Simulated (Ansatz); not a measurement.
Relaxed-ion elastic tensor of Si (diamond, Fd-3m) in GPa (Voigt order), DFT-r²SCAN in the program Ansatz with PAW potentials; density 2.31 g/cm³, 20.17 Å³ per atom.

```json
[
 {"": "1", "1": "168", "2": "61.6", "3": "61.6", "4": "0.0", "5": "0.0", "6": "0.0"},
 {"": "2", "1": "61.6", "2": "168", "3": "61.6", "4": "0.0", "5": "0.0", "6": "0.0"},
 {"": "3", "1": "61.6", "2": "61.6", "3": "168", "4": "0.0", "5": "0.0", "6": "0.0"},
 {"": "4", "1": "0.0", "2": "0.0", "3": "0.0", "4": "81.4", "5": "0.0", "6": "0.0"},
 {"": "5", "1": "0.0", "2": "0.0", "3": "0.0", "4": "0.0", "5": "81.4", "6": "0.0"},
 {"": "6", "1": "0.0", "2": "0.0", "3": "0.0", "4": "0.0", "5": "0.0", "6": "81.4"}
]
```

### Question
Is the crystal mechanically stable?

### Answer
Yes: the smallest eigenvalue of C is 81.4 GPa.

### Question
Work out the Voigt, Reuss and Hill averages.

### Answer
K_V = 97.0, K_R = 97.0, K_H = 97.0; G_V = 70.1, G_R = 67.1, G_H = 68.6 GPa.

### Question
Give Young's modulus, Poisson's ratio, Pugh's ratio and the universal anisotropy index.

### Answer
E = 9KG/(3K + G) = 167 GPa; ν = 0.21; K/G = 1.41 (brittle by the Pugh limit of 1.75); A_U = 5G_V/G_R + K_V/K_R − 6 = 0.22.

### Question
Estimate the sound speeds and the Debye temperature.

### Answer
v_l = √((K + 4G/3)/ρ) = 9030 m/s, v_t = √(G/ρ) = 5450 m/s, mean 6020 m/s; Θ = (h/k)(3n/4πV)^(1/3) v_m = 659 K.

### Question
Give the Zener ratio and Young's modulus along [100], [110] and [111].

### Answer
A = 2C44/(C11 − C12) = 1.53; 1/E = S11 − 2(S11 − S12 − S44/2)Γ with Γ = 0, 1/4, 1/3 gives 135, 173, 191 GPa.

The cell was relaxed with r²SCAN under the symmetry of its start.

Potentials: the later of the program's two PAW sets.
